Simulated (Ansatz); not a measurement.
**CaFe2P2 (I4/mmm): electronic heat capacity from the density of states**

Computed with Ansatz, DFT r2SCAN, scalar-relativistic, plane waves, PAW.

Settings: cutoff 500 eV, Γ-centred mesh 14×14×14 on the computed 5-atom cell, Gaussian smearing of 0.10 eV; collinear spin from starting moments 0 2.81 2.81 0 0 μB.

Relaxed cell: I4/mmm, a = 3.866 Å, b = 3.866 Å, c = 10.051 Å, α = 90.00°, β = 90.00°, γ = 90.00°, 5 atoms in the primitive cell. Whether it is the stable form of this composition wasn't checked.

The density of states at the Fermi level is 2.608 states/eV in the cell of 5 atoms (1 formula unit; both spins, tetrahedra on a 21×21×21 mesh). The run ends with a moment of 5.16 μB a cell (largest on a site 2.56 μB), and the figure is for this state; a paramagnetic sample can have a quite different one. Another magnetic order, if the compound takes it, can change N(E_F) and the shape of the cell a good deal, and may open a gap, where γ is close to zero.

**Question.** What Sommerfeld coefficient does this give?

**Answer.** Per formula unit N(E_F) = 2.608 states/eV. γ = (π²/3) k_B² N(E_F) N_A = 2.357 mJ/(mol K²) per state/eV, so γ = 6.1 mJ/(mol K²), a mole of formula units. This is the bare band result: a measured γ of the same phase and magnetic order is as a rule larger by a factor 1 + λ from phonons and spin fluctuations. N(E_F) at one energy is sensitive to the mesh where the density of states has sharp peaks.

The state reached may not be the lowest one. Only parallel moments were tried here.

Only this magnetic start was tried.

Cost: 1 run of about 8.6 core-minutes, on Oxide Virtual Turin-like Processor (Zen 5) (shared hosts).